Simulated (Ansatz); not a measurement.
A structure of ZrPbO₃ relaxed with r2SCAN (plane waves to 500 eV, PAW, scalar-relativistic; Ansatz, a quantum-chemistry and plane-wave program); single points at other levels follow on the same geometry (Ansatz, PAW; HSE06 at 420 eV on a 4×3×4 k-mesh; no spin-orbit coupling). Space group Pnma (No. 62).

Space group Pnma (No. 62); a = 5.8531 Å, b = 8.2550 Å, c = 5.8467 Å, α = 90.00°, β = 90.00°, γ = 90.00°

```json
[
 {"atom": "Pb", "site": "4c", "symmetry": ".m.", "x": "0.0131", "y": "0.2500", "z": "0.4924"},
 {"atom": "Zr", "site": "4a", "symmetry": "-1", "x": "0.0000", "y": "0.0000", "z": "0.0000"},
 {"atom": "O", "site": "4c", "symmetry": ".m.", "x": "0.0083", "y": "0.7500", "z": "0.0704"},
 {"atom": "O", "site": "8d", "symmetry": "1", "x": "0.2822", "y": "0.0379", "z": "0.2174"}
]
```

```tsv
level	gap (eV)	kind	conduction minimum
r2SCAN	3.11	indirect	Γ
HSE06	…	–	…
```

Q: What belongs in the gaps?

A: 
- HSE06, gap (eV): 3.69
- HSE06, conduction minimum: Γ

HSE06 gaps come from a coarse mesh plus a few chosen points, so they may be too large. For this cell size the semilocal gaps come from the SCF mesh and high-symmetry points. No spin polarisation in the result.

The run could not lose the symmetry of its start.

The first start was generated by placing the elements on the sites of a structure type. Materials Project lists a structure of ZrPbO3 in the same space group, Pnma (No. 62); the sites were not compared with it, nor with measured phases.
